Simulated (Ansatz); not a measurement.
MoSe$_{2}$ in space group P6_3/mmc (No. 194; Mo on 2c, Se on 4f), DFT-LDA in the program Ansatz with PAW potentials, all energies at zero smearing, with the estimated change up to a 700 eV cutoff added, with one set of potentials and settings (totals compare only within such a set). Cell of 6 atoms (2 Mo, 4 Se): -31223.213 eV.

| element | reference phase | E (eV/atom) |
|---|---|---|
| Mo | Im-3m, 1 atoms in the cell | -4842.8866 |
| Se | P3_121, 3 atoms in the cell | -5383.2666 |

Formation energy per atom, worked out: (-31223.213 − 2×(-4842.8866) − 4×(-5383.2666))/6 = -0.729 eV/atom (-70 kJ per mol of atoms), at 0 K, without zero-point energy or fitted corrections.

The cell was relaxed with LDA under the symmetry of its start; phonons on a q-mesh show no instability. The run is not spin-polarised. A crystal of weakly bound layers computed without a dispersion correction: the cell and the soft elastic constants depend strongly on that. The references are the lowest solids computed at this level, not always the standard phases.

Potentials: the earlier of the program's two PAW sets.
